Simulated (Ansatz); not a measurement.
# Au: moving Au off its site

Au, Im-3m, a = 3.315 Å (as given, not relaxed at this level: -4.7 GPa). This isn't the element's structure at ambient conditions. Ansatz: r2SCAN, PAW, 500 eV, Γ-centred 10×10×10 mesh on 8 atoms, Gaussian smearing 0.15 eV; no spin polarisation.

```
CELL_PARAMETERS angstrom
-3.31454 -3.31454 3.31454
-3.31454 3.31454 -3.31454
3.31454 -3.31454 -3.31454
ATOMIC_POSITIONS crystal
Au 0.50000 0.50000 0.50000
Au 0.00000 0.50000 0.50000
Au 0.50000 0.00000 0.50000
Au 0.00000 0.00000 0.50000
Au 0.50000 0.50000 0.00000
Au 0.00000 0.50000 0.00000
Au 0.50000 0.00000 0.00000
Au 0.00000 0.00000 0.00000
```

Atom 1 (Au) moves by x along the unit vector (0.577, 0.577, -0.577), with its periodic images; all else is held. y is the free energy of the cell over the start, F the force along the path summed over the moved atoms. Symmetry makes y even in x.

```tsv
x (Å)	y (meV)	F (eV/Å)
-0.450	726.3	4.19
-0.270	214.8	1.77
-0.090	21.5	0.48
0.000	0.0	0.00
0.135	49.2	-0.75
0.180	89.5	-1.05
0.225	144.0	-1.38
0.315	304.5	-2.23
0.360	416.7	-2.77
0.405	?	?
```

**Question.** Fit y = c2 x² + c4 x⁴ to the energies of the other rows, give the force constant, and predict energy and force of the missing row.

**Answer.** Least squares on the rows shown. y = 2580.9 x² + 4956.8 x⁴. The force constant is 2 c2 = 5.16 eV/Å², for the cell as given, at -4.7 GPa (for all images moving together, not for a lone atom). The force −dy/dx at the missing row is -3.41 eV/Å (computed -3.42). At x = 0.405 the fit asked for gives 556.7 meV. The run gave 555.5 meV, so the fit is 1.2 meV too high, a small miss on the scale of the series.

Spin–orbit coupling is left out, which can shift energies with elements as heavy as these.